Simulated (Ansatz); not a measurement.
SnGe3 in space group P-4m2 (No. 115; Ge on 2g, Ge on 1a, Sn on 1c) at seven volumes, the program Ansatz at the PBEsol level (PAW), shape and atoms relaxed at each. One row is withheld.

```
V (Å³/atom)  P (GPa)
-----------  -------
23.376          6.88
24.147          4.18
24.917             ?
25.688          0.00
26.458         -1.60
27.229         -2.94
28.000         -4.08
```

### Question
Fit the shown pressures and predict the withheld one.

### Answer
Third-order Birch–Murnaghan: P = (3/2)B₀(x^(7/2) − x^(5/2))[1 + (3/4)(B′ − 4)(x − 1)] with x = (V₀/V)^(2/3). Least squares on the six rows gives V₀ = 25.689 Å³/atom, B₀ = 58.15 GPa, B′ = 4.78. At V = 24.917, x = 1.0206 and P = 1.91 GPa. The run itself gave 1.91 GPa.

The start of the workflow was typed in or built on a structure type; neither database checked (COD, Materials Project) lists it. Its standing as an ambient phase is unchecked. The PBEsol relaxation kept the symmetry of its start; whether a distortion lowers the energy is not shown. Scalar-relativistic: spin–orbit coupling is off unless named, which matters more the heavier the elements.

Potentials: the earlier of the program's two PAW sets. The files were generated under PBE; for other functionals the program regenerates the frozen cores, and for LDA and PBEsol the local potential too.
